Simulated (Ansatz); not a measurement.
MoS2 with phosphorus replacing S: gradients before and after relaxing the atoms

Start: a supercell of MoS2 (space group P6_3/mmc) built from an entry of the Crystallography Open Database (COD), with all atoms left at the host's positions.

```
Mo P S
1.0
     9.50700    0.00000    0.00000
    -3.16900    5.48887    0.00000
     0.00000    0.00000   12.32400
Mo P S
12 1 23
Direct
  0.11111 0.33333 0.25000
  0.11111 0.83333 0.25000
  0.44444 0.33333 0.25000
  0.44444 0.83333 0.25000
  0.77778 0.33333 0.25000
  0.77778 0.83333 0.25000
  0.22222 0.16667 0.75000
  0.22222 0.66667 0.75000
  0.55556 0.16667 0.75000
  0.55556 0.66667 0.75000
  0.88889 0.16667 0.75000
  0.88889 0.66667 0.75000
  0.11111 0.33333 0.62300
  0.11111 0.83333 0.62300
  0.44444 0.33333 0.62300
  0.44444 0.83333 0.62300
  0.77778 0.33333 0.62300
  0.77778 0.83333 0.62300
  0.22222 0.16667 0.12300
  0.22222 0.66667 0.12300
  0.55556 0.16667 0.12300
  0.55556 0.66667 0.12300
  0.88889 0.16667 0.12300
  0.88889 0.66667 0.12300
  0.11111 0.33333 0.87700
  0.11111 0.83333 0.87700
  0.44444 0.33333 0.87700
  0.44444 0.83333 0.87700
  0.77778 0.33333 0.87700
  0.77778 0.83333 0.87700
  0.22222 0.16667 0.37700
  0.22222 0.66667 0.37700
  0.55556 0.16667 0.37700
  0.55556 0.66667 0.37700
  0.88889 0.16667 0.37700
  0.88889 0.66667 0.37700
```

Atom numbers follow the list; atoms alike are taken as one site, whose name carries the number of the first.

Level of theory: DFT, PBE, plane waves and PAW, scalar-relativistic, 420 eV cutoff, Γ-centred 3×4×2 k-points, Fermi–Dirac smearing 0.01 eV, cell charge -1 (Ansatz 0.2.0).

The largest force at the start is 0.88 eV/Å. Relaxing the ions at fixed cell moves them by 0.060 Å at most (atom 13, P) and 0.013 Å rms.

```json
{"site": "Mo7", "atom": "7", "moved (Å)": "0.006", "first shell before": "5 S at 2.41 Å, 1 P at 2.41 Å", "first shell after": "5 S at 2.40–2.41 Å, 1 P at 2.45 Å", "V_zz before (10²¹ V/m²)": "-9.07", "η before": "0.06"}
{"site": "Mo8", "atom": "8", "moved (Å)": "0.007", "first shell before": "5 S at 2.41 Å, 1 P at 2.41 Å", "first shell after": "5 S at 2.40–2.41 Å, 1 P at 2.44 Å", "V_zz before (10²¹ V/m²)": "-9.07", "η before": "0.06"}
{"site": "Mo9", "atom": "9", "moved (Å)": "0.003", "first shell before": "6 S at 2.41 Å", "first shell after": "6 S at 2.40–2.41 Å", "V_zz before (10²¹ V/m²)": "-7.03", "η before": "0.24"}
{"site": "Mo11", "atom": "11", "moved (Å)": "0.006", "first shell before": "5 S at 2.41 Å, 1 P at 2.41 Å", "first shell after": "5 S at 2.40–2.41 Å, 1 P at 2.44 Å", "V_zz before (10²¹ V/m²)": "-8.91", "η before": "0.11"}
{"site": "Mo12", "atom": "12", "moved (Å)": "0.010", "first shell before": "6 S at 2.41 Å", "first shell after": "6 S at 2.40 Å", "V_zz before (10²¹ V/m²)": "-6.82", "η before": "0.11"}
{"site": "P", "atom": "13", "moved (Å)": "0.060", "first shell before": "3 Mo at 2.41 Å", "first shell after": "3 Mo at 2.44–2.45 Å", "V_zz before (10²¹ V/m²)": "-6.21", "η before": "0.01"}
{"site": "S14", "atom": "14", "moved (Å)": "0.001", "first shell before": "3 Mo at 2.41 Å", "first shell after": "3 Mo at 2.40–2.41 Å", "V_zz before (10²¹ V/m²)": "-5.23", "η before": "0.07"}
{"site": "S17", "atom": "17", "moved (Å)": "0.008", "first shell before": "3 Mo at 2.41 Å", "first shell after": "3 Mo at 2.40–2.41 Å", "V_zz before (10²¹ V/m²)": "-5.19", "η before": "0.11"}
{"site": "S28", "atom": "28", "moved (Å)": "0.012", "first shell before": "3 Mo at 2.41 Å", "first shell after": "3 Mo at 2.40–2.41 Å", "V_zz before (10²¹ V/m²)": "-4.78", "η before": "0.22"}
{"site": "S31", "atom": "31", "moved (Å)": "0.008", "first shell before": "3 Mo at 2.41 Å", "first shell after": "3 Mo at 2.41 Å", "V_zz before (10²¹ V/m²)": "-5.15", "η before": "0.02"}
```

Problem. What are V_zz and η after the relaxation?

Solution. 

| site | atom | V_zz after | η after | change of V_zz |
| --- | --- | --- | --- | --- |
| Mo7 | 7 | -8.56 | 0.03 | +0.51 |
| Mo8 | 8 | -8.58 | 0.03 | +0.49 |
| Mo9 | 9 | -7.13 | 0.20 | -0.10 |
| Mo11 | 11 | -8.38 | 0.08 | +0.53 |
| Mo12 | 12 | -6.96 | 0.10 | -0.14 |
| P | 13 | -6.01 | 0.01 | +0.20 |
| S14 | 14 | -5.29 | 0.16 | -0.06 |
| S17 | 17 | -5.20 | 0.14 | -0.01 |
| S28 | 28 | -4.98 | 0.23 | -0.20 |
| S31 | 31 | -5.07 | 0.02 | +0.08 |

The largest change of V_zz is on Mo11, from -8.91 to -8.38. In per cent, |V_zz| changes by -6 to +2 on Mo, -3 on P, -2 to +4 on S (all sites that start above 0.5). The table leaves out 24 of the 34 sites, with |V_zz| up to 7.89; their tensors move by 0.22 at most along any direction. The statements above cover all sites.

The defect repeats with the cell of 36 atoms, so it feels its images: sites between two images don't show the values beside a lone defect, and zeros or small values of η there can come from the images' arrangement. Mo and S carry a gradient in the pure host already, so the values there aren't the defect's effect alone. A uniform background compensates the cell's charge. Without spin–orbit coupling (the program notes it for Mo) the gradients can shift somewhat, as the gap is small.
Before: The neighbours have not yet relaxed around the defect (largest force 0.88 eV/Å), so a real crystal will differ.
